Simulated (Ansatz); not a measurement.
Polymorphs of GaP, each relaxed with PBE (plane waves, PAW; program Ansatz):

A: CsCl type (Pm-3m), a = 3.2172 Å, b = 3.2172 Å, c = 3.2172 Å, α = 90.00°, β = 90.00°, γ = 90.00°

B: Pm-3n, a = b = c = 6.785 Å, α = β = γ = 90.00°

C: NiAs type (P6_3/mmc), a = b = 3.620 Å, c = 6.117 Å, α = β = 90.00°, γ = 120.00°

D: zinc blende (F-43m), a = b = c = 5.507 Å, α = β = γ = 90.00°

E: rock salt (Fm-3m), a = b = c = 5.158 Å, α = β = γ = 90.00°

Order them by energy per atom at 0 K (lowest first) at the level PBE.

D (+0 meV/atom), B (+171 meV/atom), E (+408 meV/atom), C (+447 meV/atom), A (+754 meV/atom)

Give each one's gap.

A no gap; B 0.96 eV; C no gap; D 1.58 eV; E no gap.

Constructed cells (a structure type filled with these elements, in neither database checked): A; C. Typed or built starts, not in the databases checked: B; E. Not the usual ambient phase: A; B; C; E. All cells were relaxed under the symmetry of their starts (and spin orders); stability against distortions was not tested throughout. Spin–orbit coupling is left out wherever it is not named.

Energies hold the estimated change up to a 700 eV cutoff; steps of a few meV lie near the error of the meshes.

Potentials: the earlier of the program's two PAW sets.
